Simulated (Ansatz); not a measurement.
## What DFT gives for CaCd$_{3}$

```xyz
4
Lattice="4.5089 0.0000 0.0000 0.0000 4.5089 0.0000 0.0000 0.0000 4.3985" Properties=species:S:1:pos:R:3 pbc="T T T"
Cd    0.0000    2.2544    2.1992
Cd    2.2544    0.0000    2.1992
Cd    2.2544    2.2544    0.0000
Ca    0.0000    0.0000    0.0000
```

Method: r2SCAN, no spin polarisation; PAW, plane waves to 500 eV, 6×6×6 Γ-centred mesh, gaussian occupations (width 0.0107 eV) (Ansatz 0.2.0), atoms fixed.

**Formation energy.** -0.20 eV an atom against the elements' usual phases (free molecules for gases, crystals otherwise, with no correction for O₂ or N₂), so it is bound against them; other compounds may still compete. Relaxing would lower it.
**Charges.** Bader charges in e: Ca +1.30, Cd -0.44 to -0.41. In the mean Ca gives up most and Cd takes most.
**Electronic structure.** It is a metal, with about 2 states/eV a cell as the mean within 0.25 eV of the Fermi level.
**Stress.** The pressure is 5.0 GPa (compression positive), so with the atoms held at these fractions the cell would first expand. The principal stresses 4.6, 4.6, 6.0 GPa differ, so its shape would change too.

Origin: a known structure type with other elements, at an estimated volume, so it need not be a known compound.
